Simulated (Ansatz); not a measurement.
**TiO2 (I4_1/amd): relaxation**

Method: r²SCAN, PAW on Ansatz 0.2.0's default frozen-core files (fitted under PBE), scalar-relativistic.

The cell is the relaxed one with its volume scaled by 0.98.

Command line:

```sh
ansatz run input.yaml --threads 2 --pin off --max-ram 6144MiB --backend cpu --events-out ev --progress --plain --runs-dir out
```

Input:

```yaml
crystal:
  lattice:
    - [-1.87628226894, 1.87628226894, 4.75959613642]
    - [1.87628226894, -1.87628226894, 4.75959613642]
    - [1.87628226894, 1.87628226894, -4.75959613642]
  atoms:
    - { symbol: Ti, position: [0.0, 0.0, 0.0] }
    - { symbol: Ti, position: [0.75, 0.25, 0.5] }
    - { symbol: O, position: [0.207280562663, 0.207280562663, 0.0] }
    - { symbol: O, position: [0.957280562663, 0.457280562663, 0.5] }
    - { symbol: O, position: [0.542719437337, 0.042719437337, 0.5] }
    - { symbol: O, position: [0.792719437337, 0.792719437337, 0.0] }
kpoints:
  mp_grid: { grid: [6, 6, 6] }
scf:
  occupations: { method: fixed }
hamiltonian:
  xc: r2scan
  pseudopotentials: { kind: paw }
relax:
  f_tol: 0.002
  max_steps: 80
output:
  forces: true
  stress: true
```

Output (shortened where marked):

```
Warning: output.stress: scf.convergence.dr2_threshold = 4e-9 eV (the default of a walk held to its f_tol) is looser than the 6e-10 eV advised for a printed stress (1e-10 eV for each atom of the cell: 6). What an SCF threshold leaves in a stress goes as its square root, and in the free energy as the threshold itself, and one threshold admits the most on a small cell: of the crystals measured, under no hybrid ...
Warning: RAYON_NUM_THREADS=2 ignored (pool sized by the plan → 2); use --threads N
basis.fft_grid_basis auto: the FFT boxes are laid along the combinations [[1, 0, 1], [0, 1, 1], [0, 0, 1]] of the cell's own vectors, 3.753, 3.753 and 5.449 Å long. The dense box has 30×30×40 points. Along the cell's own vectors, ...
Engine: ansatz 0.2.0, aarch64-unknown-linux-gnu
Pseudopotentials: kind: paw
Pseudopotential: Ti, paw, valence charge 12, recommended cutoff 500 eV (meta_gga), Ti.paw.azcp
Pseudopotential: O, paw, valence charge 6, recommended cutoff 500 eV (meta_gga), O.paw.azcp
Functional definition: r2SCAN
  parameter k0 = 0.174
  parameter k1 = 0.065
  parameter a1 = 4.9479
  exchange = r2scan_x(k0 = k0, k1 = k1, a1 = a1)
  correlation = r2scan_c
Crystal: 6 atoms, lattice volume = 67.023 Å³
Basis set: ecut = 500 eV, 1693 PW (Γ), FFT grids on a1+a3, a2+a3, a3, exchange–correlation on 120×120×160 points (64 copies of the dense FFT grid, shifted against one another)
Bands: 30, of which v1, the nominal top of the filled ones, is band 24 counted from 1 (23 counted from 0)
Symmetry: 16 space group operations
Space group: I41/amd (ITA 141), of the structure as read, at distance tolerance 4.1e-5 Å
k-points: 30 of 216
Non-local potential: Ti, projectors of the file, l = 0: 3, l = 1: 2, l = 2: 3, l = 3: 1
Non-local potential: O, projectors of the file, l = 0: 2, l = 1: 2, l = 2: 1
PAW form: soft (Blöchl's): semilocal exchange-correlation on the pseudo side does not see the compensation charge
PAW frozen core: Ti, regenerated for the run's functional (the file was generated under x = pbe(κ = 0.804, μ = 0.2195149727645171), c = pbe(β = 0.06672455060314922))
PAW frozen core: O, regenerated for the run's functional (the file was generated under x = pbe(κ = 0.804, μ = 0.2195149727645171), c = pbe(β = 0.06672455060314922))
PAW one-centre angular grid: Ti, 590 points (default); XC on 160 Gauss nodes
PAW one-centre angular grid: O, 302 points (default); XC on 160 Gauss nodes
Initial density: superposition of atomic densities (neutral atoms: chi_scale 0, normalization atom), corrected by the library's trained network
Initial wavefunctions: pseudopotential atomic-orbital guess
Functional: x = r2scan, c = r2scan; τ floored in thin density (d = 2e-4 eV/Å³)
SCF iter   1: F=—  HF=-7292.611970 eV  |F-HF|=—  |Δ(HF+E_count)|=         —  Δρ=2.70e-2  dr2=5.66e-1  dr2_τ=4.13e-1  ethr=1.77e-3  ⟨swp⟩=4.2  Hψ=3364  notcnv=0  defer=69
preconditioner: auto → none  [insulator: Δε(μ)=3.146 eV  Ē_g=10.944 eV  n_scr=14 (ndim 8)  ℏωp=25.7 eV  f_vac=0.099  ε∞_Penn≈6.5]
SCF iter   2: F=—  HF=-7292.791997 eV  |F-HF|=—  |Δ(HF+E_count)|=   1.80e-1  Δρ=3.52e-2  dr2=7.72e-1  dr2_τ=9.54e-2  ethr=1.18e-3  ⟨swp⟩=2.9  Hψ=1974  notcnv=0  defer=94
[... 27 lines left out ...]
SCF iter   6: F=-7292.644944 eV  HF=-7292.644944 eV  |F-HF|=3.88e-8  |Δ(HF+E_count)|=   6.19e-8  Δρ=8.29e-6  dr2=4.44e-8  dr2_τ=8.13e-10  ethr=5.09e-10  ⟨swp⟩=2.8  Hψ=2865  notcnv=0
SCF 3 converged in 6 iterations: F = -7292.644944 eV  dr2 = 4.44e-8
relax step   3: F+E_penalty+E_count = -7292.64494358 eV  Δ(F+E_penalty+E_count) = -4.709e-4 eV  max|allowed force component| = 1.518e-3 eV/Å  Δτ_max = 0.0037 Å  (6 SCF iters, dr2 threshold 2.44e-7 eV, accepted)
iter 1 solved again at ethr=9.24e-11 eV; its pass at ethr=3.10e-3 eV (dr2=4.43e-8 eV) is discarded
SCF iter   1: F=—  HF=-7292.644944 eV  |F-HF|=—  |Δ(HF+E_count)|=         —  Δρ=8.28e-6  dr2=4.43e-8  dr2_τ=8.08e-10  ethr=9.24e-11  ⟨swp⟩=1.0  Hψ=2400  notcnv=0  defer=1
automatic band count: iteration 1 solves 28 bands in place of 30: the levels show a gap, and the empty bands left out lie too high to hold charge; the band table lists the bands solved (type scf.n_extra_bands for more)
preconditioner: auto → none  [insulator: Δε(μ)=2.602 eV  Ē_g=10.144 eV  n_scr=14 (ndim 8)  ℏωp=25.7 eV  f_vac=0.098  ε∞_Penn≈7.4]
SCF iter   2: F=—  HF=-7292.644944 eV  |F-HF|=—  |Δ(HF+E_count)|=   5.23e-9  Δρ=1.00e-5  dr2=6.68e-8  dr2_τ=7.68e-9  ethr=9.23e-11  ⟨swp⟩=2.7  Hψ=1627  notcnv=0  defer=1
SCF iter   3: F=-7292.644944 eV  HF=-7292.644944 eV  |F-HF|=2.79e-10  |Δ(HF+E_count)|=   1.34e-8  Δρ=1.18e-6  dr2=3.51e-10  dr2_τ=4.93e-11  ethr=8.33e-12  ⟨swp⟩=3.0  Hψ=3328  notcnv=0
SCF 4 converged in 3 iterations: F = -7292.644944 eV  dr2 = 3.51e-10
relax step   4: F+E_penalty+E_count = -7292.64494361 eV  Δ(F+E_penalty+E_count) = -3.089e-8 eV  max|allowed force component| = 1.515e-3 eV/Å  Δτ_max = 0.0000 Å  (3 SCF iters, accepted)
iter 1 solved again at ethr=1.00e-12 eV; its pass at ethr=3.10e-3 eV (dr2=3.51e-10 eV) is discarded
SCF iter   1: F=—  HF=-7292.644944 eV  |F-HF|=—  |Δ(HF+E_count)|=         —  Δρ=1.18e-6  dr2=3.52e-10  dr2_τ=4.94e-11  ethr=1.00e-12  ⟨swp⟩=1.6  Hψ=3377  notcnv=0  defer=61
preconditioner: auto → none  [insulator: Δε(μ)=2.602 eV  Ē_g=10.453 eV  n_scr=14 (ndim 8)  ℏωp=25.7 eV  f_vac=0.098  ε∞_Penn≈7.0]
SCF iter   2: F=-7292.644944 eV  HF=-7292.644944 eV  |F-HF|=9.46e-11  |Δ(HF+E_count)|=  2.33e-10  Δρ=6.39e-7  dr2=9.02e-11  dr2_τ=1.61e-11  ethr=1.00e-12  ⟨swp⟩=3.8  Hψ=2320  notcnv=0
SCF 5 converged in 2 iterations: F = -7292.644944 eV  dr2 = 9.02e-11
SCF converged after 2 iterations
Free energy (F): -7292.644944 eV
Harris-Foulkes:  -7292.644944 eV  (|F-HF|=9.46e-11)
Internal energy: -7292.644944 eV  (E = F + TS)
E sigma→0 (E₀):  -7292.644944 eV
Fermi energy:    7.149375 eV
--- Per-component energies (eV) ---
  E_band       = -495.244701
  E_kinetic    = 1254.727977
  E_local      = -3535.404924  (includes V_loc(G=0)·N_el)
  E_nonlocal   = 192.184375
  E_hartree    = 1370.357830
  E_xc         = -483.406200
  E_vxc        = -694.255020  (∫ρ·V_xc dr)
  E_paw        = -2748.153479  (= ΣΔE_a)
  E_vpaw       = -499.059914  (= ΣTr[D̂ρ^β])
  E_aug_tail   = 0.004482  (compensation charges beyond the density's cutoff)
  E_vtau       = 45.842639  (kinetic-family band-sum trace: ∫τ·v_τ [+ j·A + Jᵃ·Aᵃ] dr)
  E_ewald      = -3342.320328
  E_core_change = -0.634678  (= ΣΔE_core)
  E_smearing   = -0.000000  (= −TS)
  E_closure    = -0.000000  (closes the sum)
  Σ components = -7292.644944   (vs F -7292.644944, Δ=0.00e0)
--- Forces (eV/Å), atoms counted from 1 ---
  atom   1  Ti     0.00000000     0.00000000     0.00000000
  atom   2  Ti     0.00000000    -0.00000000     0.00000000
  atom   3  O     -0.00000000    -0.00000000     0.00151731
  atom   4  O      0.00000000     0.00000000     0.00151731
  atom   5  O      0.00000000    -0.00000000    -0.00151731
  atom   6  O      0.00000000     0.00000000    -0.00151731
  max |Σ_I F_I| component: 5.69e-18 eV/Å
--- Stress (GPa, compression-positive) ---
        4.779191       0.000000       0.000000
        0.000000       4.779191       0.000000
       -0.000000      -0.000000       3.608431
  P = ⅓ Tr σ = 4.3889 GPa (43.889 kbar)
--- Relaxed structure (4 steps of the walk, 4 accepted, 0 SCFs on fresh bases) ---
  F+E_penalty+E_count = -7292.64494361 eV   max|allowed force component| = 1.515e-3 eV/Å
  atoms:
    - { symbol: Ti, position: [2.2779289280224585e-20, 2.2779289280224582e-20, -1.5036044888743265e-36] }
    - { symbol: Ti, position: [0.7500000000000001, 0.24999999999999997, 0.5000000000000001] }
    - { symbol: O, position: [0.20802215038547717, 0.20802215038547717, -4.5108134666229793e-36] }
    - { symbol: O, position: [0.9580221503854773, 0.45802215038547733, 0.5] }
    - { symbol: O, position: [0.5419778496145228, 0.041977849614522805, 0.5] }
    - { symbol: O, position: [0.7919778496145229, 0.7919778496145229, 4.711294065139556e-36] }
```

The calculation finished and met its thresholds.

### Relaxation

Relaxation of a crystal by Kohn-Sham DFT from the given cell to forces under 2 meV/angstrom; pressure positive in compression.

```
End pressure : 4.39 GPa
```

| atom | shift a (fraction of the cell vector) | shift b (fraction of the cell vector) | shift c (fraction of the cell vector) |
| --- | --- | --- | --- |
| Ti1 | 0 | 0 | 0 |
| Ti2 | 0 | 0 | 0 |
| O3 | 0.0007 | 0.0007 | 0 |
| O4 | 0.0007 | 0.0007 | 0 |
| O5 | -0.0007 | -0.0007 | 0 |
| O6 | -0.0007 | -0.0007 | 0 |

Keep in mind: frozen-core PAW files fitted under PBE, their cores solved anew for the functional of the run.

Cost: 31 s on 2 threads of Arm Neoverse N1 (shared host), peak memory 0.54 GiB.
